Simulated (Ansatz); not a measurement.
Relaxed ZnO (wurtzite):

```
CELL_PARAMETERS angstrom
      3.27960     0.00000     0.00000
     -1.63980     2.84021     0.00000
      0.00000     0.00000     5.29330
ATOMIC_POSITIONS crystal
  Zn 0.66667 0.33333 0.00215
  Zn 0.33333 0.66667 0.50215
  O  0.66667 0.33333 0.62305
  O  0.33333 0.66667 0.12305
```

A phonon eigenvector at Γ is frozen into this cell: atom i moves by Q times the vector below, so Q is the largest atomic displacement, in Å. The cell is held. It is one choice among 2 degenerate patterns.

| atom | x | y | z |
|---|---|---|---|
| Zn1 | 0.000 | -0.245 | 0.000 |
| Zn2 | 0.000 | -0.245 | 0.000 |
| O3 | 0.000 | 1.000 | 0.000 |
| O4 | 0.000 | 1.000 | 0.000 |

All values below come from PBE (plane waves to 420 eV, PAW, scalar-relativistic; Ansatz, a first-principles code). k mesh 12×12×6 (Γ-centred), Fermi-Dirac smearing 0.05 eV. Energies are smeared free energies. ZnO was relaxed with its symmetry unable to fall. The zero of ΔE is the undisplaced structure.

| Q (Å) | ΔE (meV/cell) |
|---|---|
| -0.2800 | 922 |
| -0.2333 | withheld |
| -0.1867 | 369 |
| -0.1400 | 200 |
| -0.0933 | 86 |
| -0.0467 | 21 |
| 0.0000 | 0 |
| 0.0467 | 21 |
| 0.0933 | 86 |
| 0.1400 | 200 |
| 0.1867 | 369 |
| 0.2333 | withheld |
| 0.2800 | 922 |

Question: Fit an even polynomial form (powers 2, 4) to the given rows and predict ΔE at Q = 0.2333.

Answer: Least squares on the 11 given rows: ΔE = (9659)·Q² + (26800)·Q⁴, in meV/cell with Q in Å; root-mean-square residual 0.2 meV/cell. At 0.2333 the fit gives 605 meV/cell; the calculation gives 604 meV/cell, so the interpolation is off by 1 (+0.2 %). The quadratic term alone would give 526 meV/cell.

(For displaced atoms, the force is minus the slope of the energy, and its curvature is a force constant, which sets phonon frequencies.)
